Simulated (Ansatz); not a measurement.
**Structures of NaY$_{3}$: which is lowest?**

Plane-wave DFT in Ansatz with scalar-relativistic PAW potentials, cutoff 420 eV, Γ-centred meshes chosen by cell and gap, Gaussian smearing with energies taken to zero width. Every cell was relaxed (cell and atoms) in a run of its own, within the symmetry of its start. Functional: PBE.

Relaxed structures (starts from databases or built by putting these elements on another compound's sites):
A. I4/mmm, 4 atoms in the computed cell, a = 4.893 Å, c = 10.853 Å; sites (symmetry × multiplicity) Na 4/mmm × 2, Y -4m2 × 4 + 4/mmm × 2; start: built
B. P6_3/mmc, 8 atoms in the computed cell, a = 7.275 Å, c = 5.775 Å; sites (symmetry × multiplicity) Na -6m2 × 2, Y mm2 × 6; start: built
C. Pm-3m, 4 atoms in the computed cell, a = 5.066 Å; sites (symmetry × multiplicity) Na m-3m × 1, Y 4/mm.m × 3; start: built

Question: Rank them by energy. Could pressure change the order?

Answer:
```csv
structure,group,E − E(lowest) (meV/atom),V (Å³/atom),gap on mesh (eV)
A,I4/mmm,0.0,32.48,0.00
B,P6_3/mmc,1.3,33.08,0.00
C,Pm-3m,12.5,32.51,0.00
```

A and B are level within the 5 meV/atom that separate runs leave open. The two lowest differ in volume by under 3 %, too little for a first-order estimate of what pressure does to that pair (other pairs aren't weighed here). Other structures may lie lower than all of these, and vibrations aren't counted.